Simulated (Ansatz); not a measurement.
## Structure optimisation: gold, hcp

Computed with DFT, BLYP, plane waves (420 eV) with PAW, scalar-relativistic (Ansatz 0.2.0). (PAW data from PBE, frozen cores regenerated.)

k-point mesh 13×13×7, Fermi-Dirac smearing 0.1 eV, no spin polarisation. Cell and atoms relax.

Starting structure:

```xyz
2
Lattice="2.8837 0.0000 0.0000 -1.4419 2.4974 0.0000 0.0000 0.0000 4.7092" Properties=species:S:1:pos:R:3 pbc="T T T"
Au    0.0000    1.6649    1.1773
Au    1.4419    0.8325    3.5319
```

Question: What cell does the relaxation end in?

Answer: P6_3/mmc with a = 2.980 Å, c = 5.069 Å (c/a = 1.701); 19.49 Å³ per atom against 16.96 at the start (14.9 %).

Question: How much energy does the relaxation gain?

Answer: 144.9 meV per atom.
